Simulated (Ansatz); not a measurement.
**Li₃Au: all-electron results**

```
Li Au
1.0
     0.00000    3.10672    3.10672
     3.10672    0.00000    3.10672
     3.10672    3.10672    0.00000
Li Au
3 1
Direct
  0.25000 0.25000 0.25000
  0.50000 0.50000 0.50000
  0.75000 0.75000 0.75000
  0.00000 0.00000 0.00000
```

Atoms are numbered in the order listed.

The conventional cell has a = 6.213 Å, b = 6.213 Å, c = 6.213 Å, α = 90.00°, β = 90.00°, γ = 90.00°. Around Li (atom 1) lie 4 Li at 2.69 Å and 4 Au at 2.69 Å. Li (atom 2) is surrounded by 8 Li at 2.69 Å. Au (atom 4) is surrounded by 8 Li at 2.69 Å.

The cell is the one relaxed in the Materials Project (mp-11247), not relaxed further here; entries there can be hypothetical.

No spin–orbit coupling, which matters for the heavy atoms here.

Levels of theory: DFT, LDA, all-electron LAPW, scalar-relativistic (Ansatz 0.2.0); DFT, LDA, PAW with Ansatz's default frozen-core files, scalar-relativistic (Ansatz 0.2.0).

For LAPW: a Γ-centred 11×11×11 k mesh, Fermi–Dirac smearing of 0.03 eV, basis error target 0.5 meV/atom, no spin polarisation. PAW takes a cutoff of 420 eV at this cell (files made with PBE, cores remade for this functional). The Ansatz runs share mesh, smearing and spin set-up. Values come from LAPW unless marked.

```
Pressure at this cell                                                                                                  : -2.07 GPa
Band gap                                                                                                               : none: bands cross the Fermi level, a metal
Density of states at the Fermi level (0.2 eV bin)                                                                      : 1.27 states/eV per cell
Löwdin charges (with 0.34 e of the cell spilling out of the atomic basis, so their sizes and signs hang on that basis) : Li1 0.17, Li2 0.27, Au4 -0.27 e
Bader charges (from the PAW run)                                                                                       : Li1 +0.81, Li2 +0.81, Au4 -2.43 e
Volume per atom                                                                                                        : 101.2 bohr³
```
